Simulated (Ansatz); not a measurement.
**Straining Ti3C2**

These are results of DFT r2SCAN, scalar-relativistic, plane waves, PAW in Ansatz 0.2.0, not measurements. (500 eV cutoff, 12×12×4 k-mesh, Gaussian smearing of 0.10 eV, no spin polarisation)

Starting point, cell and atoms relaxed:

```xyz
10
Lattice="3.0640 0.0000 0.0000 -1.5320 2.6535 0.0000 0.0000 0.0000 15.1185" Properties=species:S:1:pos:R:3 pbc="T T T"
Ti    0.0000    1.7690   12.7630
Ti    1.5320    0.8845    5.2037
Ti    1.5320    0.8845    2.3555
Ti    0.0000    1.7690    9.9148
Ti    0.0000    0.0000    0.0000
Ti    0.0000    0.0000    7.5593
C     1.5320    0.8845   13.8208
C     0.0000    1.7690    6.2615
C     1.5320    0.8845    8.8570
C     0.0000    1.7690    1.2977
```

Deformation: shear that moves c along a by the strain times its height over the a-b plane, the cell held and the atoms relaxed, all within the symmetry that the strain leaves. Energies are extrapolated to zero smearing. Stress is positive in compression, on the Cartesian axes of the cell above. The reference was relaxed within its own symmetry and isn't a minimum along this strain.

| strain (%) | ΔE (meV/atom) | a (Å) | b (Å) | c (Å) | σxx (GPa) | σyy (GPa) | σzz (GPa) | σyz (GPa) | σxz (GPa) | σxy (GPa) |
| --- | --- | --- | --- | --- | --- | --- | --- | --- | --- | --- |
| +0.0 | 0.0 | 3.064 | 3.064 | 15.119 | -0.01 | -0.01 | 0.02 | 0.00 | 0.00 | 0.00 |
| +2.0 | -0.6 | 3.064 | 3.064 | 15.122 | 0.06 | -0.04 | -0.14 | 0.00 | 0.77 | 0.00 |
| +4.0 | -2.2 | 3.064 | 3.064 | 15.131 | 0.26 | -0.13 | -0.59 | 0.00 | 1.45 | 0.00 |
| +6.0 | -4.8 | 3.064 | 3.064 | 15.146 | 0.56 | -0.27 | -1.27 | 0.00 | 1.93 | 0.00 |
| +8.0 | -7.9 | 3.064 | 3.064 | 15.167 | 0.96 | -0.44 | -2.09 | 0.00 | 2.18 | 0.00 |
| +12.0 | -14.3 | 3.064 | 3.064 | 15.227 | 2.17 | -0.89 | -3.90 | 0.00 | 2.26 | 0.00 |